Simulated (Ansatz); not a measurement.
**Ionic part of the dielectric constant of BaZrO3, mode by mode**

Level of theory: DFT PBE, scalar-relativistic, plane waves, PAW in Ansatz 0.2.0. Settings: 420 eV plane-wave cutoff, Γ-centred 6×6×6 mesh, fixed occupations. No spin polarisation. Phonons by linear response, acoustic sum rule imposed.

Symmetry: Pm-3m, No. 221, cubic system. The conventional cell has a = 4.227 Å, b = 4.227 Å, c = 4.227 Å, α = 90.00°, β = 90.00°, γ = 90.00°. Ba (site symmetry m-3m) is surrounded by 12 O at 2.99 Å. Zr (site symmetry m-3m) has 6 O at 2.11 Å as nearest neighbours. Around O (site symmetry 4/mmm) lie 2 Zr at 2.11 Å.

Spin–orbit coupling is left out, which matters for heavy elements.

The primitive cell has V = 75.53 Å³ and ε∞,zz = 4.866. Each polar mode adds Δε = (4.92064×10⁷/V)·S/ν² along z, with S its oscillator strength in e²/amu, ν in cm⁻¹ and V in Å³.

Question: From these modes, find each Δε and ε0,zz.
```tsv
ν (cm⁻¹)	S_zz (e²/amu)
86.2	0.5907
181.2	1.121
471.7	0.7178
```

Answer:
| ν (cm⁻¹) | Δε |
| --- | --- |
| 86.2 | 51.84 |
| 181.2 | 22.26 |
| 471.7 | 2.10 |

The sum is 76.193, so ε0,zz = 81.06; the run's tensor has 81.05.

Question: Where do the longitudinal modes lie for a wave vector along z?

Answer: At 124, 367, 662 cm⁻¹. The Lyddane–Sachs–Teller product Π(ν_LO/ν_TO)² = 16.66 matches ε0/ε∞ = 16.66.

Cost: 1 run of about 1.9 core-minutes, on Intel Xeon Platinum 8259CL (Skylake/Cascade Lake) (shared hosts).